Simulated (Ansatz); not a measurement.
With the program Ansatz at the PBEsol level (PAW), SiGeC₂ in the tetragonal phase (P-4m2; Si on 1a, C on 2g, Ge on 1c) relaxes to a = 3.156 Å, c = 4.453 Å. Si has 4 nearest neighbours from 1.90 Å (tetrahedral); C has 4 nearest neighbours from 1.90 Å (tetrahedral); Ge has 4 nearest neighbours from 1.97 Å (tetrahedral). Its formation energy from the elements is 0.065 eV/atom, with no fitted shifts.

It is gapped at this level: 1.38 eV (indirect). The valence maximum lies at Γ and the conduction minimum at M. HSE06 on the same cell gives 2.30 eV. Gap from PBEsol with spin–orbit coupling: 1.36 eV.

The bulk modulus is 204 GPa. The relaxed-ion elastic constants in GPa are C11 = 460, C12 = 27.4, C13 = 127, C33 = 351, C44 = 213, C66 = 117. The elastic constants imply a Debye temperature near 879 K. Perturbation theory gives ε∞ = 7.58 (xx = yy), 7.63 (zz). Born charges are Si +2.75, C -2.65, Ge +2.54 e. Without the LO–TO term the highest mode at Γ lies at 779 cm^-1.

The start of the workflow was typed in or built on a structure type; neither database checked (COD, Materials Project) lists it. Whether it is the stable phase at ambient conditions was not checked. The cell was relaxed with PBEsol under the symmetry of its start; its stability against distortions is not shown here. The references are the lowest solids computed at this level, not always the standard phases. Spin–orbit coupling is left out wherever it is not named.

Potentials: the earlier of the program's two PAW sets. The files were generated under PBE; for other functionals the program regenerates the frozen cores, and for LDA and PBEsol the local potential too.
